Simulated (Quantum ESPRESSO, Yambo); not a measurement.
CsLiBr$_{2}$ (space group P4/nmm, No. 129). The geometry is that of Materials Project entry mp-23057, symmetrised and not relaxed again. Chain: PBEsol (Quantum ESPRESSO, PseudoDojo norm-conserving, 74 Ry, without SOC); G0W0 in Yambo (2×2×1 Γ-centred k mesh, bands 3 to 471 and a 8 Ry block in the screening, 471 bands in G with the Bruneval-Gonze terminator, plasmon pole fitted at 27.2 eV); BSE (4×4×2 mesh, 12 valence and 22 conduction bands, static screening with 125 bands and a 3 Ry block, scissor 2.29 eV, Tamm-Dancoff).

The PBEsol gap (dense path) comes out as 4.14 eV and the PBEsol gap M → Γ on the GW mesh is 4.14 eV. The PBEsol smallest direct gap on the GW mesh, at Γ is 4.42 eV, the G0W0 direct gap at that point comes out as 6.71 eV and the G0W0 correction to the gap M → Γ is 2.20 eV. The lowest exciton comes out as no binding energy given (see below).

Rough cost of the Yambo steps against G0W0 for 6 states: BSE within a factor of two.

Nearest settings tried, and what they do to the gap: 292 bands in W, 292 bands in G: -54 meV; 7 Ry block (543 vectors against 701): -40 meV. Not varied: mesh. So the settings aren't converged at that level. The k mesh is coarse. The BSE states are vertical excitations (zero momentum); the indirect quasiparticle gap, about 6.34 eV, is smaller than the direct one (6.71 eV on the GW mesh). The lowest state covers only about 1 of the 32 k points, so the mesh doesn't resolve it: its energy and its distance from the direct gap are mesh artefacts. An extended exciton needs a far denser mesh. Axes are Cartesian, with cell vectors (Å) (5.18, 0.00, 0.00), (0.00, 5.18, 0.00), (0.00, 0.00, 9.93).

Spin-orbit splittings are left out.

The structure is a Materials Project entry; no match was found in the copy of COD used, and its stability was not checked.
